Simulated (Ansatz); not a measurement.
HfO2 (fluorite)

Space group Fm-3m (No. 225); a = 5.0589 Å, b = 5.0589 Å, c = 5.0589 Å, α = 90.00°, β = 90.00°, γ = 90.00°

```json
[
 {"atom": "Hf", "site": "4a", "symmetry": "m-3m", "x": "0.0000", "y": "0.0000", "z": "0.0000"},
 {"atom": "O", "site": "8c", "symmetry": "-43m", "x": "0.2500", "y": "0.2500", "z": "0.2500"}
]
```
(The calculation used a cell of 3 atoms; values per cell refer to that cell.)

Equation-of-state scan: isotropic scaling of the cell above, V₀ being its volume. Symmetry pins the atoms to their sites.

All values below come from r2SCAN (plane waves to 500 eV, PAW, scalar-relativistic; Ansatz, a first-principles code). k mesh 11×11×11 (Γ-centred), Fermi-Dirac smearing 0.05 eV. Energies are smeared free energies. HfO2 is run without spin polarisation. HfO2 was relaxed with its symmetry unable to fall. Spin-orbit coupling is left out, though Hf is heavy. The PAW data are Ansatz's earlier set. This is a high-temperature form of HfO2. The zero of ΔE is the relaxed starting cell.

**Question.** Predict the ΔE (kJ/mol of atoms) at V/V₀ = 0.900, 0.925, 1.025, 1.050, 1.075, 1.100.

**Answer.** 
```tsv
V/V₀	ΔE (kJ/mol of atoms)
0.900	10.55
0.925	5.66
1.025	0.53
1.050	2.02
1.075	4.37
1.100	7.46
```

(A scan under strain: stresses follow from slopes of the energy per volume, elastic moduli from its curvatures.)
